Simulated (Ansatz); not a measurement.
CsZn4P3 in space group P4/mmm (No. 123; Cs on 1b, Zn on 4i, P on 2h, P on 1a), the program Ansatz at the r²SCAN level (PAW), all energies at zero smearing, with the estimated change up to a 700 eV cutoff added, with one set of potentials and settings (totals compare only within such a set). Cell of 8 atoms (1 Cs, 4 Zn, 3 P): -21269.450 eV.

| element | reference phase | E (eV/atom) |
|---|---|---|
| Cs | Im-3m, 1 atoms in the cell | -5685.9274 |
| Zn | P6_3/mmc, 2 atoms in the cell | -3325.6729 |
| P | Cmce, 4 atoms in the cell | -759.1646 |

Formation energy per atom, worked out: (-21269.450 − 1×(-5685.9274) − 4×(-3325.6729) − 3×(-759.1646))/8 = -0.417 eV/atom (-40 kJ per mol of atoms), at 0 K, without zero-point energy or fitted corrections.

The workflow started from a Materials Project entry (that database holds measured and hypothetical structures alike); the Crystallography Open Database files this formula in space group No. 123, but the cells were not matched. Whether it is the stable phase at ambient conditions was not checked. The cell was relaxed with r²SCAN under the symmetry of its start; its stability against distortions is not shown here. The references are the lowest solids computed at this level, not always the standard phases. Spin–orbit coupling is left out wherever it is not named.

Potentials: the later of the program's two PAW sets.
